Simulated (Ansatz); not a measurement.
# TiRh: stiffness from a series of strains

```
CELL_PARAMETERS angstrom
2.98800 0.00000 0.00000
0.00000 2.98800 0.00000
0.00000 0.00000 3.35000
ATOMIC_POSITIONS crystal
Ti 0.50000 0.50000 0.50000
Rh 0.00000 0.00000 0.00000
```

Atom numbers follow the list: Ti1, Rh2.

The cell comes from COD entry 1523124, which wasn't checked; take it as a given geometry.

Spin polarisation is left out, and whether a magnetic state lies lower isn't shown here.

All numbers below come from DFT, PBEsol, all-electron LAPW, scalar-relativistic in Ansatz 0.2.0.

Numerical set-up: a Γ-centred 11×11×10 k mesh, Fermi–Dirac smearing of 0.05 eV, basis error target 1 meV/atom, no spin polarisation.

The strain is applied along the Cartesian axes of the cell as listed (the other components stay zero). Fractional coordinates are held (clamped ions).

σ is the change of stress from the unstrained cell, which is at -6.73 GPa; tension is positive, so slopes are stress–strain coefficients at that pressure. In a metal the k mesh adds noise.

Only quantities that a quadratic follows smoothly over the whole series are listed; rougher ones are left out.

```tsv
εzz	σzz (GPa)	σxx (GPa)
-0.0200	-5.25	-3.25
-0.0100	-2.64	-1.54
0.0000	0.00	0.00
0.0200	5.07	2.74
```

Fit the series and read off the stiffness at zero strain.

Least-squares fits y = p0 + p1 x + p2 x² to the rows give σzz (GPa): p1 = 258, p2 = -190; σxx (GPa): p1 = 150, p2 = -660. So C33 = 258 GPa and C13 = 150 GPa, for these axes.

One run, at εzz = 0.0100, is withheld. Predict its row.

The fits give 2.55, 1.44; the run gave 2.58, 1.42.
